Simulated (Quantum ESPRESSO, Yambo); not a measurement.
# CsCl at -1.5 % isotropic strain: DFT and GW levels

```xyz
2
Lattice="4.0045 0.0000 0.0000 0.0000 4.0045 0.0000 0.0000 0.0000 4.0045" Properties=species:S:1:pos:R:3 pbc="T T T"
Cl     2.0022     2.0022     2.0022
Cs     0.0000     0.0000     0.0000
```

The PBEsol cell relaxed from Materials Project entry mp-22865 was given an isotropic strain of -1.5 % on all lattice vectors, and the atoms were relaxed again.

Starting point: norm-conserving PBEsol (Quantum ESPRESSO, 58 Ry, scalar-relativistic). G0W0 in Yambo: 4×4×4 Γ-centred k mesh, 124 bands and a 8 Ry block in the screening, 124 bands in G with the Bruneval-Gonze terminator, plasmon pole fitted at 27.2 eV.

The PBEsol gap along the band path is 5.16 eV, the PBEsol gap between the mesh's edge points (Γ → Γ) comes out as 5.16 eV and the G0W0 gap between the same points comes out as 7.79 eV.

```tsv
k point	band	E PBEsol (eV)	E QP (eV)	shift (eV)	Z
Γ	VB	0.00	-1.82	-1.82	0.81
Γ	CB	5.16	5.97	0.81	0.86
M	VB	-0.12	-1.97	-1.84	0.81
M	CB	5.88	6.74	0.86	0.86
R	VB	-1.37	-3.32	-1.95	0.81
R	CB	8.81	9.80	0.98	0.84
```

Energies count from the PBEsol valence-band maximum.

Convergence of the G0W0 settings was not tested.
